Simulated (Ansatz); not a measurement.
Given:

TaSi2:
Space group I4/mmm (No. 139); a = 3.283 Å, b = 3.283 Å, c = 8.215 Å, α = 90.00°, β = 90.00°, γ = 90.00°

```json
[
 {"atom": "Ta", "site": "2a", "symmetry": "4/mmm", "x": "0.0000", "y": "0.0000", "z": "0.0000"},
 {"atom": "Si", "site": "4e", "symmetry": "4mm", "x": "0.0000", "y": "0.0000", "z": "0.3316"}
]
```
(The calculation used a cell of 3 atoms; values per cell refer to that cell.)

This is the PBE-relaxed structure.

Problem. All from plane-wave PAW PBE (Ansatz code), unless another level is named. Estimate the electronic character.

Solution. metallic (no gap).

Problem. What about the density of states at the Fermi level?

Solution. 0.28 states/eV per atom (mean over ±0.08 eV).

Problem. And the formation energy from the elements (no fitted shifts)?

Solution. -0.41 eV/atom.

The cell is a constructed one: a structure type filled with these elements; neither database checked (COD, Materials Project) lists it. COD files the formula under space group No. 180, 181, so this cell is another polymorph or a model. Whether it is the stable phase at ambient conditions was not checked. The PBE relaxation kept the symmetry of its start; whether a distortion lowers the energy is not shown. The run is not spin-polarised. The references are the lowest solids computed at this level, not always the standard phases. Spin–orbit coupling is left out wherever it is not named.

Potentials: the later of the program's two PAW sets.
